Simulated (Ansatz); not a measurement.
SiC (wurtzite)

```xyz
4
Lattice="3.0753 0.0000 0.0000 -1.5376 2.6633 0.0000 0.0000 0.0000 5.0482" Properties=species:S:1:pos:R:3 pbc="T T T"
Si     1.5376     0.8878     0.0025
Si     0.0000     1.7755     2.5266
C      1.5376     0.8878     3.1536
C      0.0000     1.7755     0.6295
```

Two coordinates are scanned: the volume, and the ratio of the stretch along z (the conventional c axis) to the stretch across it. Atoms keep their fractional coordinates.

Level of theory: r2SCAN (plane waves to 500 eV, PAW, scalar-relativistic; Ansatz, a first-principles code). k mesh 12×12×7 (Γ-centred), Fermi-Dirac smearing 0.05 eV. Stress and pressure are positive under compression. As the atoms are clamped, bonds stretch with the cell, which overstates energies and stresses. SiC was relaxed with its symmetry unable to fall.

Changes of σxx (GPa) from the point V/V₀ = 1.000, (c/a)/(c/a)₀ = 1.000 when one coordinate moves alone (two changes are said to add if the coupling is within 5 % of the smaller one, nearly so within 20 %):

| point | change |
|---|---|
| V/V₀ = 1.000, (c/a)/(c/a)₀ = 0.960 | -7.80 |
| V/V₀ = 1.000, (c/a)/(c/a)₀ = 0.973 | -5.23 |
| V/V₀ = 1.000, (c/a)/(c/a)₀ = 0.987 | -2.63 |
| V/V₀ = 0.920, (c/a)/(c/a)₀ = 1.000 | 22.53 |
| V/V₀ = 0.947, (c/a)/(c/a)₀ = 1.000 | 14.02 |
| V/V₀ = 0.973, (c/a)/(c/a)₀ = 1.000 | 6.55 |
| V/V₀ = 1.027, (c/a)/(c/a)₀ = 1.000 | -5.75 |
| V/V₀ = 1.053, (c/a)/(c/a)₀ = 1.000 | -10.80 |
| V/V₀ = 1.080, (c/a)/(c/a)₀ = 1.000 | -15.22 |
| V/V₀ = 1.000, (c/a)/(c/a)₀ = 1.013 | 2.65 |
| V/V₀ = 1.000, (c/a)/(c/a)₀ = 1.027 | 5.33 |
| V/V₀ = 1.000, (c/a)/(c/a)₀ = 1.040 | 8.02 |

**Question.** What is the change at V/V₀ = 0.947, (c/a)/(c/a)₀ = 0.960, where both move, and how far is it from the sum?

**Answer.** The sum of the single changes is 14.02 + (-7.80) = 6.22; the calculation gives 5.01, so the coupling contributes -1.21 (under 20 % of the smaller single change, nearly additive).

**Question.** What is the change at V/V₀ = 1.053, (c/a)/(c/a)₀ = 1.013, where both move, and how far is it from the sum?

**Answer.** The sum of the single changes is -10.80 + (2.65) = -8.15; the calculation gives -8.48, so the coupling contributes -0.33 (under 20 % of the smaller single change, nearly additive).

**Question.** What is the change at V/V₀ = 0.920, (c/a)/(c/a)₀ = 0.973, where both move, and how far is it from the sum?

**Answer.** The sum of the single changes is 22.53 + (-5.23) = 17.30; the calculation gives 16.04, so the coupling contributes -1.26 (over 20 % of the smaller single change, not additive).

(A scan under strain: stresses follow from slopes of the energy per volume, elastic moduli from its curvatures.)
